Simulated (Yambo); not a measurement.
NaTaO$_{3}$ (space group P4/mbm, No. 127), G0W0@LDA (Yambo, plasmon pole, terminator in G, 2×2×4 mesh): gap Z → Γ in eV by bands and screening block.

```csv
bands (W and G),2 Ry,3 Ry,4 Ry,6 Ry,7 Ry
62,4.87,4.62,4.50,4.43,4.42
84,4.62,4.37,4.26,4.21,4.21
113,4.50,4.25,4.14,4.09,4.10
151,___,___,___,4.03,4.05
189,4.42,4.15,4.03,3.99,4.01
```

Problem. Estimate the withheld gaps from their neighbours; the computed values follow.

Solution. 
- 151, 2 Ry: 4.45
- 151, 3 Ry: 4.18
- 151, 4 Ry: 4.07

The largest settings aren't shown to be the converged limit.

Spin-orbit coupling is not included.

Geometry of the Materials Project entry, not relaxed at this level; primitive cell a = 5.477 Å, b = 5.477 Å, c = 3.959 Å, α = 90.00°, β = 90.00°, γ = 90.00°.

This is not the ordinary phase of the substance.
